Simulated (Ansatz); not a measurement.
Consider the following.

NiTe2:
```yaml
crystal:
  lattice:
    - [3.79516, 0.00000, 0.00000]
    - [-1.89758, 3.28671, 0.00000]
    - [0.00000, 0.00000, 5.11270]
  atoms:
    - { symbol: Ni, position: [0.00000, 0.00000, 0.00000] }
    - { symbol: Te, position: [0.33333, 0.66667, 0.25195] }
    - { symbol: Te, position: [0.66667, 0.33333, 0.74805] }
```

This is the LDA-relaxed structure.

Problem. All from the program Ansatz at the LDA level (PAW), unless another level is named. Give the electronic character.

Solution. metallic (no gap).

Problem. Next, the density of states at the Fermi level?

Solution. 0.50 states/eV per atom (mean over ±0.08 eV).

Problem. Predict the formation energy from the elements (no fitted shifts).

Solution. -0.27 eV/atom.

Space group P-3m1 (CdI2 type). The first step of the workflow began from a Materials Project structure, measured or hypothetical; the Crystallography Open Database files this formula in space group No. 164, but the cells were not matched. Whether it is the stable phase at ambient conditions was not checked. Symmetry was held in the LDA relaxation; of distortions, only those at the zone centre were tested. The run is not spin-polarised. A crystal of weakly bound layers computed without a dispersion correction: the cell and the soft elastic constants depend strongly on that. The references are the lowest solids computed at this level, not always the standard phases. Scalar-relativistic: spin–orbit coupling is off unless named, which matters more the heavier the elements.

Potentials: the later of the program's two PAW sets.
